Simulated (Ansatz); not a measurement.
Consider the following.

LuZn2:
```cif
data_Lu2Zn4
_chemical_formula_sum 'Lu2 Zn4'
_space_group_name_H-M_alt 'P 1'
_space_group_IT_number 1
_cell_length_a 5.50642
_cell_length_b 5.50642
_cell_length_c 5.50642
_cell_angle_alpha 133.388
_cell_angle_beta 103.403
_cell_angle_gamma 94.661
loop_
_space_group_symop_operation_xyz
  'x, y, z'
loop_
_atom_site_label
_atom_site_type_symbol
_atom_site_fract_x
_atom_site_fract_y
_atom_site_fract_z
_atom_site_occupancy
Lu1 Lu 0.77781 0.52781 0.25000 1
Lu2 Lu 0.22219 0.47219 0.75000 1
Zn1 Zn 0.20580 0.16592 0.03988 1
Zn2 Zn 0.79420 0.83408 0.96012 1
Zn3 Zn 0.62605 0.16592 0.46012 1
Zn4 Zn 0.37395 0.83408 0.53988 1
```

This is the r²SCAN-relaxed structure.

All from r²SCAN in the plane-wave PAW code Ansatz, unless another level is named. Estimate the formation energy from the elements (no fitted shifts).

-426 meV/atom.

Give the density of states at the Fermi level.

0.44 states/eV per atom (mean over ±0.08 eV).

Space group Imma. The first step of the workflow began from a Materials Project structure, measured or hypothetical; the Crystallography Open Database copy checked does not list it. Its standing as an ambient phase is unchecked. Symmetry was held in the r²SCAN relaxation; whether a distortion lowers the energy is not shown. The references are the lowest solids computed at this level, not always the standard phases. Spin–orbit coupling is left out wherever it is not named.

Potentials: the later of the program's two PAW sets.
